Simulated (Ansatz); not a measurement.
SiO$_{2}$:
```xyz
6
Lattice="1.3371 -2.3142 0.0000 1.3371 2.3142 0.0000 0.0000 0.0000 9.7312" Properties=species:S:1:pos:R:3 pbc="T T T"
Si     1.3371     0.0000     4.8656
Si     0.0000     0.0000     0.0000
O      1.3371    -0.7713     8.8289
O      1.3371     1.5429     5.7678
O      1.3371     0.7713     0.9022
O      1.3371    -1.5429     3.9634
```

Relaxed with r²SCAN.

**Question.** Map the electron localisation function on the plane through (0.500, 0.500, 0.500) spanned by u = [0, 0, 1] and v = [1, -1, 0] in lattice vectors, from r²SCAN in the plane-wave PAW code Ansatz.

**Answer.** x is the fraction of u, y of v (the angle between them is 90°; rows are the nearest grid lines); atoms in the plane: Si at (0.00, 0.00), Si at (0.50, 0.50), O at (0.41, 0.17), O at (0.09, 0.67), O at (0.59, 0.83), O at (0.91, 0.33).
```
|7101100000003677876336787763000000011017|
|1112210000001234442158889986100000011001|
|0256431000000001110178779997200000011100|
|2689865310000000000188448998300000011112|
|4899988630000000000187338998300000001114|
|5899999862000000000188658998300000000115|
|5887799973000000000189889997200000000015|
|5884489983000000011189999875100000000015|
|5873389983000000111179988652000000000015|
|5886699973000000111047765310000000000015|
|3788899862000000111012331000000012222113|
|1478888741000000110110110000000245666421|
|1246665420000000110110110000001478888741|
|3112222100000001332101110000002689988873|
|5100000000000135677401110000003799966885|
|5100000000002568899711110000003899833785|
|5100000000015789999811100000003899844885|
|5100000000027999889810000000003799977885|
|5110000000038998568810000000002689999985|
|4111000000038998337810000000000368899984|
|2111100000038998448810000000000135689862|
|0011100000027999778710111000000001346520|
|1001100000016899888512444321000000122111|
|7101100000003677876336787763000000011017|
```
Scale: ten equal steps from 0.002 (start of '0') to 0.887 (end of '9'), in the order '0123456789'; x runs from 0.000 to 1.00, y from 0.000 (bottom) to 1.00 (top).

The density is the valence pseudo-density with augmentation charge, so density and ELF within about 1 Å of a nucleus are not all-electron values.

Space group Cmce. A made-up cell: these elements were put on the sites of a structure type; the Crystallography Open Database copy checked does not list it. It is not the phase usual at ambient conditions (space group No. 92, 152, 154). Symmetry was held in the r²SCAN relaxation. At this level the phase is mechanically unstable. The volume moved by 35 % from the start of the relaxation.

Potentials: the later of the program's two PAW sets.
